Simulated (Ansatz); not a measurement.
Relaxation of Rh

All numbers below come from Ansatz 0.2.0, DFT PBEsol, scalar-relativistic, plane waves, PAW. (420 eV cutoff, 24×24×6 k-mesh, Gaussian smearing of 0.10 eV, no spin polarisation)

What was changed: biaxial strain in the a-b plane, c and atoms relaxed: -3.0 %.

Command:

```bash
ansatz run input.yaml --threads 1 --pin off --max-ram 2560MiB --backend cpu --events-out ev --progress --plain --runs-dir out
```

Input:

```yaml
crystal:
  lattice:
    - [2.5951682969, 0.0, 0.0]
    - [-1.2975841484, 2.2474816722, 0.0]
    - [0.0, 0.0, 8.8842272776]
  atoms:
    - { symbol: Rh, position: [0.0, 0.0, 0.0] }
    - { symbol: Rh, position: [0.3333333333, 0.6666666667, 0.25] }
    - { symbol: Rh, position: [0.0, 0.0, 0.5] }
    - { symbol: Rh, position: [0.6666666667, 0.3333333333, 0.75] }
basis:
  ecutwfc: 420
kpoints:
  mp_grid: { grid: [24, 24, 6] }
hamiltonian:
  xc: pbesol
scf:
  occupations: { method: gaussian, width: 0.1 }
output:
  forces: true
  stress: true
  eigenvalues: true
relax:
  adjacent_minimum: "off"
  f_tol: 0.008
  max_steps: 40
  cell: { stress_tol: 0.015, fix: [a, b, gamma] }
```

F is the free energy. Steps run on the plane waves of an earlier cell, but the last one, and at times one on the way, on a freshly chosen basis, so a repeated geometry can differ a little in energy. The held parts of the cell keep their stress, so P needn't end at zero.

Steps:

```
step F − F(1) (eV) largest force component (eV/Å) V (Å³/atom) P (GPa)
   1         0.0000                           0.000       12.955    15.08
   2         0.0000                           0.000       12.976    14.55
   3        -0.0001                           0.000       12.968    14.74
   4        -0.0001                           0.000       12.968    14.74
```

Relaxed structure:

```
CELL_PARAMETERS angstrom
2.59517 0.00000 0.00000
-1.29758 2.24748 0.00000
0.00000 0.00000 8.89354
ATOMIC_POSITIONS crystal
Rh 0.00000 0.00000 0.00000
Rh 0.33333 0.66667 0.25000
Rh 0.00000 0.00000 0.50000
Rh 0.66667 0.33333 0.75000
```

The structure is hexagonal, space group P6_3/mmc (No. 194). The conventional cell has a = 2.595 Å, b = 2.595 Å, c = 8.894 Å, α = 90.00°, β = 90.00°, γ = 120.00°. Around Rh (site symmetry -3m) lie 12 Rh at 2.60 to 2.68 Å. Around Rh (site symmetry -6m2) lie 12 Rh at 2.60 to 2.68 Å.

The run converged. The run took 75 s on 1 thread of Arm Neoverse V2, on a shared host, peak memory 0.6 GiB.